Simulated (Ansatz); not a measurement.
Name crystals whose computed values (DFT-PBEsol in the program Ansatz with PAW potentials) fall in these windows: electron conductivity mass (mₑ) 0.021 to 0.029; ε∞ 18 to 22; gap (eV) 0.25 to 0.37.



```json
[
 {"crystal": "BaGaSnH, P3m1 (Ba on 1b, Ga on 1a, Sn on 1c, H on 1a)", "electron conductivity mass (mₑ)": "0.025", "ε∞": "19.5", "gap (eV)": "0.32"}
]
```
Others may fit too.

Standing as an ambient phase not checked: BaGaSnH, P3m1 (Ba on 1b, Ga on 1a, Sn on 1c, H on 1a). The cell was relaxed under the symmetry of its start. Scalar-relativistic: spin–orbit coupling is off unless named, which matters more the heavier the elements.

Potentials: the later of the program's two PAW sets.
